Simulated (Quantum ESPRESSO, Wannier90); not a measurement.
## Wannier functions of BaSnO3 (cubic perovskite)

```
begin unit_cell_cart
ang
    4.1434700000    0.0000000000    0.0000000000
    0.0000000000    4.1434700000    0.0000000000
    0.0000000000    0.0000000000    4.1434700000
end unit_cell_cart
begin atoms_frac
Ba   0.5000000000  0.5000000000  0.5000000000
Sn   0.0000000000  0.0000000000  0.0000000000
O    0.0000000000  0.5000000000  0.0000000000
O    0.5000000000  0.0000000000  0.0000000000
O    0.0000000000  0.0000000000  0.5000000000
end atoms_frac
```

Structure: Materials Project mp-3163, symmetrised, not relaxed again. COD (Crystallography Open Database) records the formula in this space group. Ideal cubic forms of this type are often high-temperature phases that distort on cooling; symmetry holds the cell here, and its stability was not tested. Computed values, not measurements, from PBEsol: Quantum ESPRESSO (norm-conserving PseudoDojo potentials, cutoff 68 Ry, spinors with spin-orbit coupling) on a Γ-centred 4×4×4 mesh, then Wannier90. Density: 8×8×8 mesh, Gaussian smearing 0.01 Ry.

A tight-binding model is made by disentanglement and projection with no localisation steps (num_iter = 0), so the 44 orbitals stay atom-like: hydrogen-like Ba: s;d; Sn: s;p; O: s;p, axes along x, y, z; frozen window up to 5.66 eV relative to the valence-band maximum. It follows pw.x to 2.4 meV rms for states up to 1.7 eV relative to the valence-band maximum. Matrix elements depend on this choice of orbitals and windows. Bands 19–20 (Ba 5p 94 %), 21–24 (Ba 5p 93 %) lie between the kept ones and are excluded.

Problem. What are the on-site energies relative to the valence-band maximum, and how fast do the hoppings decay?

Solution. 
```json
[
 {"atom": "Ba1", "orbitals": "s↑ s↓", "energy (eV)": "10.07"},
 {"atom": "Ba1", "orbitals": "dz2↑ dz2↓ dx2-y2↑ dx2-y2↓", "energy (eV)": "7.90"},
 {"atom": "Ba1", "orbitals": "dxz↑ dxz↓ dyz↑ dyz↓ dxy↑ dxy↓", "energy (eV)": "8.17"},
 {"atom": "Sn2", "orbitals": "s↑ s↓", "energy (eV)": "2.30"},
 {"atom": "Sn2", "orbitals": "pz↑ pz↓ px↑ px↓ py↑ py↓", "energy (eV)": "8.58"},
 {"atom": "O3", "orbitals": "s↑ s↓", "energy (eV)": "-15.18"},
 {"atom": "O3", "orbitals": "pz↑ pz↓ px↑ px↓", "energy (eV)": "-0.98"},
 {"atom": "O3", "orbitals": "py↑ py↓", "energy (eV)": "-1.96"},
 {"atom": "O4", "orbitals": "s↑ s↓", "energy (eV)": "-15.18"},
 {"atom": "O4", "orbitals": "pz↑ pz↓ py↑ py↓", "energy (eV)": "-0.98"},
 {"atom": "O4", "orbitals": "px↑ px↓", "energy (eV)": "-1.96"},
 {"atom": "O5", "orbitals": "s↑ s↓", "energy (eV)": "-15.18"},
 {"atom": "O5", "orbitals": "pz↑ pz↓", "energy (eV)": "-1.96"},
 {"atom": "O5", "orbitals": "px↑ px↓ py↑ py↓", "energy (eV)": "-0.98"}
]
```

| distance of the centres (Å) | largest modulus (eV) |
|---|---|
| 2–3 | 2.8 |
| 3–4 | 0.42 |
| 4–5 | 0.72 |
| 5–6 | 0.15 |
| 6–7 | 0.057 |
| 7–8 | 0.045 |
